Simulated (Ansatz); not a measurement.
CuI:
```
CELL_PARAMETERS angstrom
      4.07026     0.00000     0.00000
      0.00000     4.07026     0.00000
      0.00000     0.00000     6.40131
ATOMIC_POSITIONS crystal
  Cu 0.50000 0.50000 0.50000
  Cu 0.00000 0.00000 0.50000
  I  0.50000 0.00000 0.76357
  I  0.00000 0.50000 0.23643
```

Relaxed with r²SCAN+D4. Special points in fractions of this cell's reciprocal vectors: Γ (0.000, 0.000, 0.000); X (0.000, 0.500, 0.000); M (0.500, 0.500, 0.000); Z (0.000, 0.000, 0.500); R (0.000, 0.500, 0.500); A (0.500, 0.500, 0.500).

List the band energies nearest the valence-band maximum at these points for r²SCAN+D4 (plane waves, PAW; program Ansatz).

In eV from the valence-band maximum; about four levels below and three above (degenerate sets whole), none deeper than 8.9 eV; points with the same levels are listed once.

```tsv
k	below	above
Γ	-1.18 -0.84 0.00 0.00	2.08 3.41 3.66
X	-1.14 -1.14 -0.51 -0.51	4.13 4.13 5.28 5.28
M	-1.71 -1.71 -1.10 -1.10	2.89 2.89 3.01 3.01
Z	-1.32 -1.32 -1.18 -0.35 -0.35	3.66 3.81 3.95
R	-0.74 -0.74 -0.48 -0.48	2.64 2.64 5.57 5.57
A	-1.71 -1.71 -1.01 -1.01	4.39 4.39 4.53 4.53
```

Space group P4/nmm. The start of the workflow was typed in or built on a structure type; the Crystallography Open Database copy checked does not list it. It is not the phase usual at ambient conditions (space group No. 216). The cell was relaxed with r²SCAN+D4 under the symmetry of its start; its stability against distortions is not shown here. The workflow began spin-polarised and lost its moments. Spin–orbit coupling is left out wherever it is not named.

Potentials: the earlier of the program's two PAW sets.
